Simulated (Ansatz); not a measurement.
Input file for Ansatz (a program for electronic structure):

Ansatz 0.2 input:
```yaml
crystal:
  lattice:
    - [5.0635648758, 0.0, 0.0]
    - [0.0, 10.0125852702, 0.0]
    - [0.0, 0.0, 5.2300824577]
  atoms:
    - { symbol: Hf, position: [0.754663347, 0.1155006582, 0.4649536506] }
    - { symbol: Hf, position: [0.245336653, 0.8844993418, 0.5350463494] }
    - { symbol: Hf, position: [0.745336653, 0.8844993418, 0.9649536506] }
    - { symbol: Hf, position: [0.254663347, 0.1155006582, 0.0350463494] }
    - { symbol: Hf, position: [0.254663347, 0.3844993418, 0.5350463494] }
    - { symbol: Hf, position: [0.745336653, 0.6155006582, 0.4649536506] }
    - { symbol: Hf, position: [0.245336653, 0.6155006582, 0.0350463494] }
    - { symbol: Hf, position: [0.754663347, 0.3844993418, 0.9649536506] }
    - { symbol: O, position: [0.9976410681, 0.4771133457, 0.2614986129] }
    - { symbol: O, position: [0.0023589319, 0.5228866543, 0.7385013871] }
    - { symbol: O, position: [0.5023589319, 0.5228866543, 0.7614986129] }
    - { symbol: O, position: [0.4976410681, 0.4771133457, 0.2385013871] }
    - { symbol: O, position: [0.4976410681, 0.0228866543, 0.7385013871] }
    - { symbol: O, position: [0.5023589319, 0.9771133457, 0.2614986129] }
    - { symbol: O, position: [0.0023589319, 0.9771133457, 0.2385013871] }
    - { symbol: O, position: [0.9976410681, 0.0228866543, 0.7614986129] }
    - { symbol: O, position: [0.6274874794, 0.2898396926, 0.6257975547] }
    - { symbol: O, position: [0.3725125206, 0.7101603074, 0.3742024453] }
    - { symbol: O, position: [0.8725125206, 0.7101603074, 0.1257975547] }
    - { symbol: O, position: [0.1274874794, 0.2898396926, 0.8742024453] }
    - { symbol: O, position: [0.1274874794, 0.2101603074, 0.3742024453] }
    - { symbol: O, position: [0.8725125206, 0.7898396926, 0.6257975547] }
    - { symbol: O, position: [0.3725125206, 0.7898396926, 0.8742024453] }
    - { symbol: O, position: [0.6274874794, 0.2101603074, 0.1257975547] }
kpoints:
  mp_grid: { grid: [6, 3, 6] }
hamiltonian:
  xc: r2scan
  pseudopotentials: { azcp: { folder: ./paw }, kind: paw }
scf:
  occupations: { method: fixed }
checkpoint: { read: static.run }
output: { write_density: true, elf: true, volumetric_format: npy }
basis: { fft_grid_basis: typed }
```

Output (shortened):

```
Pseudopotentials: kind: paw
Pseudopotential: Hf, paw, valence charge 26
Pseudopotential: O, paw, valence charge 6
Functional definition: r2SCAN
Crystal: 24 atoms, lattice volume = 265.162 Å³
Basis set: ecut = 500 eV, 6769 PW (Γ), exchange–correlation on 160×300×160 points (64 copies of the dense FFT grid, shifted against one another)
Bands: 183, of which v1, the nominal top of the filled ones, is band 152 counted from 1 (151 counted from 0)
Symmetry: 8 space group operations
Space group: Pbca (ITA 61), of the structure as read, at distance tolerance 6.4e-5 Å
k-points: 32 of 108
PAW frozen core: Hf, regenerated for the run's functional
PAW frozen core: O, regenerated for the run's functional
Initial density: read from a saved state, or passed on in memory by an earlier SCF of this step, an earlier step, the calling program or the single point that …
Stability of the state it starts from, as read at its close in the unpolarized treatment …
Initial wavefunctions: pseudopotential atomic-orbital guess
Eigensolver: davidson
Functional: x = r2scan, c = r2scan; τ floored in thin density (d = 2e-4 eV/Å³)
iter 1 solved again at ethr=3.74e-8 eV; its pass at ethr=3.10e-3 eV (dr2=1.14e-4 eV) is discarded
SCF iter   1: F=—  HF=-135016.902252 eV  |F-HF|=—  |Δ(HF+E_count)|=         —  Δρ=6.00e-7  dr2=5.84e-10  dr2_τ=1.09e-10  ethr=3.74e-8  ⟨swp⟩=4.0  Hψ=34565  notcnv=0  defer=924
all-band conjugate gradients solve this SCF's bands
preconditioner: auto → Resta (q_TF=auto, 2.791 Å⁻¹)
SCF iter   2: F=—  HF=-135016.901782 eV  |F-HF|=—  |Δ(HF+E_count)|=   4.69e-4  Δρ=3.86e-7  dr2=2.98e-10  dr2_τ=1.04e-10  ethr=1.00e-12  ⟨swp⟩=11.6  Hψ=27968  notcnv=0
SCF iter   3: F=-135016.901782 eV  HF=-135016.901782 eV  |F-HF|=5.82e-11  |Δ(HF+E_count)|=  2.91e-11  Δρ=2.19e-7  dr2=9.56e-11  dr2_τ=1.13e-11  ethr=1.00e-12  ⟨swp⟩=1.0  Hψ=11071  notcnv=0
SCF 1 converged in 3 iterations: F = -135016.901782 eV  dr2 = 9.56e-11
SCF converged after 3 iterations
Free energy (F): -135016.901782 eV
Harris-Foulkes:  -135016.901782 eV  (|F-HF|=5.82e-11)
Internal energy: -135016.901782 eV  (E = F + TS)
E sigma→0 (E₀):  -135016.901782 eV
Fermi energy:    13.360540 eV
--- Per-component energies (eV) ---
  E_band       = -304.228628
  E_kinetic    = 5965.831942
  E_local      = -56778.935824  (includes V_loc(G=0)·N_el)
  E_nonlocal   = 1317.795138
  E_hartree    = 27064.393652
  E_xc         = -3158.825001
  E_vxc        = -3887.126350  (∫ρ·V_xc dr)
  E_paw        = -64424.895499  (= ΣΔE_a)
  E_vpaw       = -1265.116903  (= ΣTr[D̂ρ^β])
  E_aug_tail   = 0.005352  (compensation charges beyond the density's cutoff)
  E_vtau       = 214.531316  (kinetic-family band-sum trace: ∫τ·v_τ [+ j·A + Jᵃ·Aᵃ] dr)
  E_ewald      = -45004.332917
  E_core_change = 2.061375  (= ΣΔE_core)
  E_smearing   =  0.000000  (= −TS)
  E_closure    = 0.000000  (closes the sum)
  Σ components = -135016.901782   (vs F -135016.901782, Δ=0.00e0)
  [band-id]    e_kinetic+e_local+e_nonlocal+2·e_hartree+e_vxc+e_vpaw+e_augmentation_tail+e_vtau = -304.228025   (vs E_band -304.228628, Δ=6.03e-4)
--- Band table (eV; the first three rows and the last of 32) ---
  k-point 0: bands = ["-48.5467", "-48.5409", "-48.5313", "-48.5255", "-48.5251", "-48.5248", "-48.5239", "-48.5236", "-16.9186", "-16.8895", "-16.8869", "-16.8229", "-16.7781", "-16.7060", "-16.6789", "-16.6348", "-16.6253", "-16.5953", "-16.5822", "-16.5558", "-16.5524", "-16.5415", "-16.5236", "-16.5232", "-16.5171", "-16.4980", "-16.4810", "-16.4623", "-16.4318", "-16.4068", "-16.4002", "-16.3880", "-5.7286", "-5.1192", "-4.3858", "-4.2364", "-4.1755", "-4.1694", "-4.1378", "-4.0832", "-4.0737", "-3.7123", "-3.6155", "-3.5965", "-3.5442", "-3.4992", "-3.4456", "-3.3892", "3.1150", "3.1219", "3.1229", "3.1238", "3.1310", "3.1319", "3.1337", "3.1352", "3.1358", "3.1369", "3.1382", "3.1392", "3.1422", "3.1448", "3.1461", "3.1486", "3.1487", "3.1488", "3.1501", "3.1505", "3.1537", "3.1543", "3.1558", "3.1576", "3.1586", "3.1599", "3.1601", "3.1606", "3.1614", "3.1618", "3.1631", "3.1632", "3.1659", "3.1684", "3.1691", "3.1695", "3.1737", "3.1769", "3.1780", "3.1784", "3.1787", "3.1806", "3.1829", "3.1843", "3.1848", "3.1869", "3.1894", "3.1916", "3.1938", "3.2108", "3.2123", "3.2187", "3.2224", "3.2240", "3.2393", "3.2900", "7.9407", "7.9818", "8.0342", "8.1178", "8.2012", "8.6056", "8.7385", "8.7952", "9.1017", "9.1206", "9.3436", "9.5564", "9.7396", "9.8169", "9.9810", "10.0878", "10.1277", "10.2317", "10.2425", "10.5298", "10.5766", "10.9011", "11.0554", "11.1625", "11.2048", "11.2644", "11.3637", "11.5212", "11.5503", "11.5712", "11.8070", "11.9894", "12.0955", "12.1187", "12.1948", "12.4263", "12.4453", "12.5470", "12.6104", "12.6349", "12.6469", "12.8520", "13.0284", "13.1687", "13.1905", "13.2484", "13.3207", "13.3605", "18.4403", "18.8669", "18.9531", "19.1188", "19.2146", "19.2691", "19.5100", "19.5877", "19.6358", "19.6596", "19.8661", "19.9040", "20.1342", "20.3681", "20.4223", "20.4940", "20.6424", "20.7613", "20.8331", "21.4719", "21.4826", "21.5479", "21.5528", "21.5839", "21.5841", "21.9281", "22.1041", "22.3535", "22.3690", "22.4084", "22.5418"]
  k-point 1: bands = ["-48.5455", "-48.5401", "-48.5317", "-48.5283", "-48.5250", "-48.5240", "-48.5237", "-48.5235", "-16.9038", "-16.8694", "-16.8603", "-16.8065", "-16.7808", "-16.7344", "-16.6749", "-16.6599", "-16.6493", "-16.6065", "-16.5888", "-16.5395", "-16.5382", "-16.5360", "-16.5344", "-16.5180", "-16.5112", "-16.5068", "-16.4716", "-16.4622", "-16.4237", "-16.4167", "-16.4115", "-16.4071", "-5.6126", "-5.0747", "-4.3872", "-4.3080", "-4.1656", "-4.1481", "-4.1032", "-4.0783", "-4.0608", "-3.7014", "-3.6963", "-3.5957", "-3.5888", "-3.5083", "-3.4700", "-3.4322", "3.1171", "3.1188", "3.1239", "3.1269", "3.1289", "3.1299", "3.1313", "3.1347", "3.1382", "3.1383", "3.1405", "3.1415", "3.1431", "3.1442", "3.1454", "3.1455", "3.1460", "3.1471", "3.1488", "3.1490", "3.1498", "3.1537", "3.1546", "3.1560", "3.1566", "3.1578", "3.1597", "3.1622", "3.1633", "3.1646", "3.1670", "3.1680", "3.1685", "3.1696", "3.1701", "3.1707", "3.1708", "3.1735", "3.1766", "3.1769", "3.1777", "3.1798", "3.1832", "3.1837", "3.1860", "3.1905", "3.1925", "3.1933", "3.1980", "3.2079", "3.2089", "3.2169", "3.2194", "3.2223", "3.2412", "3.2797", "8.0554", "8.0558", "8.1452", "8.2683", "8.2737", "8.5856", "8.8164", "8.8353", "9.1444", "9.2335", "9.4116", "9.5817", "9.5835", "9.8886", "9.9051", "10.0120", "10.1786", "10.1920", "10.2840", "10.4460", "10.5665", "10.9208", "10.9487", "10.9759", "11.1847", "11.2418", "11.4258", "11.4805", "11.5295", "11.7177", "11.7552", "11.8815", "11.9427", "12.1332", "12.1436", "12.2825", "12.3994", "12.4648", "12.6583", "12.6920", "12.7359", "12.8744", "12.9654", "13.0212", "13.0308", "13.1704", "13.2873", "13.3290", "18.4298", "18.9203", "18.9306", "19.0899", "19.2187", "19.3307", "19.4633", "19.4905", "19.6197", "19.6506", "19.9023", "20.0159", "20.2969", "20.3006", "20.3465", "20.3760", "20.7288", "20.7784", "20.9252", "20.9984", "21.1585", "21.5103", "21.6252", "21.7297", "22.0647", "22.2995", "22.3003", "22.3028", "22.4339", "22.6162", "22.6548"]
  k-point 2: bands = ["-48.5421", "-48.5381", "-48.5330", "-48.5325", "-48.5253", "-48.5245", "-48.5233", "-48.5230", "-16.8681", "-16.8146", "-16.7908", "-16.7835", "-16.7707", "-16.7614", "-16.6963", "-16.6856", "-16.6769", "-16.6561", "-16.6314", "-16.5583", "-16.5454", "-16.5413", "-16.5054", "-16.5038", "-16.5002", "-16.4970", "-16.4843", "-16.4621", "-16.4404", "-16.4267", "-16.4204", "-16.4128", "-5.2946", "-4.9456", "-4.5148", "-4.5007", "-4.1102", "-4.0915", "-4.0708", "-4.0529", "-4.0039", "-3.8146", "-3.7064", "-3.6743", "-3.5769", "-3.5430", "-3.5425", "-3.5259", "3.1169", "3.1221", "3.1227", "3.1247", "3.1269", "3.1271", "3.1338", "3.1344", "3.1351", "3.1360", "3.1379", "3.1415", "3.1416", "3.1420", "3.1453", "3.1457", "3.1470", "3.1504", "3.1510", "3.1512", "3.1513", "3.1534", "3.1545", "3.1551", "3.1563", "3.1577", "3.1603", "3.1640", "3.1643", "3.1652", "3.1658", "3.1668", "3.1671", "3.1672", "3.1707", "3.1715", "3.1723", "3.1734", "3.1737", "3.1766", "3.1772", "3.1808", "3.1813", "3.1883", "3.1891", "3.1898", "3.1952", "3.1966", "3.2037", "3.2055", "3.2061", "3.2117", "3.2166", "3.2239", "3.2403", "3.2536", "8.2403", "8.2724", "8.3491", "8.4899", "8.5483", "8.7458", "8.9891", "9.0514", "9.1810", "9.3822", "9.3932", "9.4913", "9.5815", "9.5873", "9.7719", "9.9226", "10.1204", "10.1479", "10.4858", "10.6259", "10.6692", "10.7710", "10.8182", "10.9625", "10.9669", "11.1028", "11.2588", "11.4212", "11.4938", "11.5546", "11.6142", "11.7138", "11.9800", "11.9819", "11.9898", "12.1539", "12.3691", "12.4709", "12.6189", "12.6342", "12.7850", "12.8520", "12.8658", "12.8944", "13.0105", "13.0346", "13.1630", "13.1679", "18.5368", "18.8723", "19.0686", "19.0730", "19.2141", "19.3517", "19.4713", "19.4835", "19.5327", "19.5525", "19.8712", "19.8853", "19.9964", "20.1624", "20.5145", "20.5235", "20.5624", "20.7303", "20.7377", "21.1392", "21.5441", "21.6656", "21.7209", "22.0389", "22.3190", "22.3693", "22.3816", "22.5226", "22.6513", "22.7717", "22.8324"]
  k-point 31: bands = ["-48.5305", "-48.5305", "-48.5305", "-48.5305", "-48.5299", "-48.5299", "-48.5299", "-48.5299", "-16.8666", "-16.8666", "-16.8666", "-16.8666", "-16.8084", "-16.8084", "-16.8084", "-16.8084", "-16.5509", "-16.5509", "-16.5509", "-16.5509", "-16.4936", "-16.4936", "-16.4936", "-16.4936", "-16.4493", "-16.4493", "-16.4493", "-16.4493", "-16.4400", "-16.4400", "-16.4400", "-16.4400", "-4.6352", "-4.6352", "-4.6352", "-4.6352", "-4.4461", "-4.4461", "-4.4461", "-4.4461", "-3.6344", "-3.6344", "-3.6344", "-3.6344", "-3.5343", "-3.5343", "-3.5343", "-3.5343", "3.1241", "3.1241", "3.1241", "3.1241", "3.1300", "3.1300", "3.1300", "3.1300", "3.1392", "3.1392", "3.1392", "3.1392", "3.1433", "3.1433", "3.1433", "3.1433", "3.1500", "3.1500", "3.1500", "3.1500", "3.1549", "3.1549", "3.1549", "3.1549", "3.1611", "3.1611", "3.1611", "3.1611", "3.1642", "3.1642", "3.1642", "3.1642", "3.1738", "3.1738", "3.1738", "3.1738", "3.1762", "3.1762", "3.1762", "3.1762", "3.1794", "3.1794", "3.1794", "3.1794", "3.1832", "3.1832", "3.1832", "3.1832", "3.2057", "3.2057", "3.2057", "3.2057", "3.2211", "3.2211", "3.2211", "3.2211", "9.0038", "9.0038", "9.0038", "9.0038", "9.1322", "9.1322", "9.1322", "9.1322", "9.2902", "9.2902", "9.2902", "9.2902", "9.9136", "9.9136", "9.9136", "9.9136", "10.3746", "10.3746", "10.3746", "10.3746", "10.5536", "10.5536", "10.5536", "10.5536", "11.0723", "11.0723", "11.0723", "11.0723", "11.3678", "11.3678", "11.3678", "11.3678", "11.9811", "11.9811", "11.9811", "11.9811", "12.0859", "12.0859", "12.0859", "12.0859", "12.5625", "12.5625", "12.5625", "12.5625", "12.8044", "12.8044", "12.8044", "12.8044", "18.7250", "18.7250", "18.7250", "18.7250", "19.1873", "19.1873", "19.1873", "19.1873", "19.9033", "19.9033", "19.9033", "19.9033", "20.1586", "20.1586", "20.1586", "20.1586", "21.0998", "21.0998", "21.0998", "21.0998", "21.2292", "21.2292", "21.2292", "21.2292", "22.4372", "22.4372", "22.4372", "22.4372", "22.7065", "22.7065", "22.7065"]
  band table: 183 of 183 bands, residual norms ≤ 1.0e-3 eV
```

Cost: very roughly 70 core-seconds on shared cores.

The workflow started from a Materials Project entry (that database holds measured and hypothetical structures alike); the Crystallography Open Database files this formula in space group No. 61, but the cells were not matched. It is not the phase usual at ambient conditions (space group No. 14, 29). The cell was relaxed with r²SCAN under the symmetry of its start; its stability against distortions is not shown here. The run is not spin-polarised. Scalar-relativistic: spin–orbit coupling is off unless named, which matters more the heavier the elements.

Potentials: the earlier of the program's two PAW sets.

Ansatz is a plane-wave DFT program.
